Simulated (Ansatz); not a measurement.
AlCo₃B:
```
AlCo3B
1.0
    3.74424     0.00000     0.00000
    0.00000     3.74424     0.00000
    0.00000     0.00000     3.74424
Al Co B
1 3 1
Direct
  0.00000   0.00000   0.00000
  0.00000   0.50000   0.50000
  0.50000   0.00000   0.50000
  0.50000   0.50000   0.00000
  0.50000   0.50000   0.50000
```
The run is spin-polarised; directions of the spins, atom by atom: 0 ↑ ↑ ↑ 0.

Relaxed with r²SCAN.

### Question
Which orbitals make up the states near the Fermi level in plane-wave PAW r²SCAN (Ansatz code)?

### Answer
Within 0.5 eV of the Fermi level: Co 3d 83 %, Al 3p 7 %. Projections are on Löwdin-orthogonalised atomic valence shells; empty p or d shells of many metals are not among them.

### Question
Tabulate the density of states.

### Answer
States/eV per cell of 5 atoms, in 0.25 eV bins, energy from the Fermi level.

| E (eV) | total | Co 3d | B 2p | Al 3p |
|---|---|---|---|---|
| -7.85 | 0.50 | 0.03 | 0.13 | 0.02 |
| -7.60 | 0.73 | 0.06 | 0.20 | 0.04 |
| -7.35 | 1.05 | 0.14 | 0.26 | 0.07 |
| -7.10 | 2.34 | 0.67 | 0.38 | 0.12 |
| -6.85 | 2.14 | 0.53 | 0.47 | 0.17 |
| -6.60 | 1.57 | 0.52 | 0.48 | 0.14 |
| -6.35 | 0.96 | 0.34 | 0.33 | 0.09 |
| -6.10 | 0.96 | 0.33 | 0.33 | 0.10 |
| -5.85 | 1.22 | 0.44 | 0.37 | 0.12 |
| -5.60 | 2.26 | 0.96 | 0.44 | 0.16 |
| -5.35 | 2.36 | 1.06 | 0.53 | 0.19 |
| -5.10 | 2.77 | 1.35 | 0.61 | 0.28 |
| -4.85 | 2.54 | 1.35 | 0.58 | 0.21 |
| -4.60 | 2.50 | 1.48 | 0.64 | 0.10 |
| -4.35 | 2.47 | 1.54 | 0.62 | 0.08 |
| -4.10 | 3.47 | 2.36 | 0.73 | 0.16 |
| -3.85 | 3.34 | 2.36 | 0.44 | 0.33 |
| -3.60 | 5.20 | 3.65 | 0.57 | 0.69 |
| -3.35 | 6.59 | 4.86 | 0.41 | 1.04 |
| -3.10 | 6.56 | 4.85 | 0.31 | 1.16 |
| -2.85 | 9.48 | 7.30 | 0.31 | 1.56 |
| -2.60 | 3.50 | 2.88 | 0.20 | 0.34 |
| -2.35 | 3.37 | 3.08 | 0.12 | 0.07 |
| -2.10 | 5.73 | 5.31 | 0.07 | 0.14 |
| -1.85 | 5.29 | 4.90 | 0.06 | 0.08 |
| -1.60 | 7.30 | 6.79 | 0.06 | 0.10 |
| -1.35 | 7.32 | 6.91 | 0.08 | 0.09 |
| -1.10 | 9.79 | 9.31 | 0.14 | 0.07 |
| -0.85 | 8.59 | 8.18 | 0.07 | 0.06 |
| -0.60 | 7.63 | 7.22 | 0.09 | 0.10 |
| -0.35 | 2.29 | 2.00 | 0.04 | 0.10 |
| -0.10 | 2.27 | 1.83 | 0.11 | 0.23 |
| 0.15 | 2.37 | 1.86 | 0.16 | 0.21 |
| 0.40 | 2.37 | 1.95 | 0.15 | 0.15 |
| 0.65 | 3.00 | 2.59 | 0.16 | 0.15 |
| 0.90 | 2.30 | 1.90 | 0.16 | 0.14 |
| 1.15 | 1.68 | 1.21 | 0.18 | 0.19 |
| 1.40 | 3.45 | 2.56 | 0.32 | 0.36 |
| 1.65 | 1.81 | 1.11 | 0.31 | 0.22 |
| 1.90 | 1.22 | 0.72 | 0.23 | 0.15 |
| 2.15 | 1.32 | 0.67 | 0.29 | 0.12 |
| 2.40 | 1.81 | 0.75 | 0.49 | 0.16 |
| 2.65 | 1.10 | 0.40 | 0.30 | 0.10 |
| 2.90 | 1.20 | 0.43 | 0.29 | 0.12 |
| 3.15 | 2.55 | 1.00 | 0.54 | 0.20 |
| 3.40 | 1.69 | 0.54 | 0.36 | 0.23 |
| 3.65 | 1.48 | 0.41 | 0.30 | 0.27 |
| 3.90 | 1.40 | 0.34 | 0.29 | 0.31 |
| 4.15 | 1.34 | 0.29 | 0.26 | 0.35 |
| 4.40 | 1.28 | 0.26 | 0.23 | 0.38 |
| 4.65 | 1.19 | 0.23 | 0.20 | 0.42 |

Space group Pm-3m (anti-perovskite). The start of the workflow was typed in or built on a structure type; neither database checked (COD, Materials Project) lists it. Whether it is the stable phase at ambient conditions was not checked. The cell was relaxed with r²SCAN under the symmetry of its start; its stability against distortions is not shown here. Spin order of the final state: ferromagnetic, chosen from 4 collinear starts compared on coarse meshes (ties went to the first, and starts can fall back to one state), not a proven ground state. The volume moved by -15 % from the start of the relaxation. Other orbital occupations within this spin state were not tried.

Potentials: the later of the program's two PAW sets.
